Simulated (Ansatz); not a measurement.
### Question
Each is relaxed and computed with DFT-r²SCAN in the program Ansatz with PAW potentials. Which alone has a direct gap?
A. GaN, rock salt
B. BeS, rock salt
C. ZnSnN2, R-3m (Zn on 3a, Sn on 3b, N on 6c)
D. SnTe, rock salt

### Answer
D, SnTe, rock salt. SnTe: gap 0.14 eV (direct); GaN: gap 1.17 eV (indirect); ZnSnN2: gap 1.19 eV (indirect); BeS: gap 1.33 eV (indirect). Typed or built starts, not in the databases checked: ZnSnN2, R-3m (Zn on 3a, Sn on 3b, N on 6c); BeS, rock salt. Not the usual ambient phase: GaN, rock salt. Unstable at this level: SnTe, rock salt. All cells were relaxed under the symmetry of their starts (and spin orders); stability against distortions was not tested throughout. Scalar-relativistic: spin–orbit coupling is off unless named, which matters more the heavier the elements.

Potentials: the earlier of the program's two PAW sets.
